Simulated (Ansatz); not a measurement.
TiC:
```xyz
2
Lattice="2.6584 0.0000 0.0000 0.0000 2.6584 0.0000 0.0000 0.0000 2.6584" Properties=species:S:1:pos:R:3 pbc="T T T"
Ti     0.0000     0.0000     0.0000
C      1.3292     1.3292     1.3292
```

Relaxed with LDA. Special points in fractions of this cell's reciprocal vectors: Γ (0.000, 0.000, 0.000); X (0.000, 0.500, 0.000); M (0.500, 0.500, 0.000); R (0.500, 0.500, 0.500).

### Question
List the band energies nearest the Fermi level at these points for the program Ansatz at the LDA level (PAW).

### Answer
In eV from the Fermi level; about four levels below and three above (degenerate sets whole), none deeper than 8.9 eV; … stands for higher levels left out; points with the same levels are listed once.

| k | below | above |
|---|---|---|
| Γ | -1.74 -1.74 | 1.60 1.60 1.60 |
| X | -6.60 -1.04 -1.04 -0.77 | 3.79 4.67 … |
| M | -3.25 -3.25 -0.65 | 1.87 1.87 2.94 |
| R | -6.25 -5.70 -5.70 -5.70 | 5.02 5.02 … |

Space group Pm-3m (CsCl type). A made-up cell: these elements were put on the sites of a structure type; neither database checked (COD, Materials Project) lists it. It is not the phase usual at ambient conditions (space group No. 225). Symmetry was held in the LDA relaxation. At this level the phase is mechanically unstable. No spin polarisation was allowed.

Potentials: the later of the program's two PAW sets.
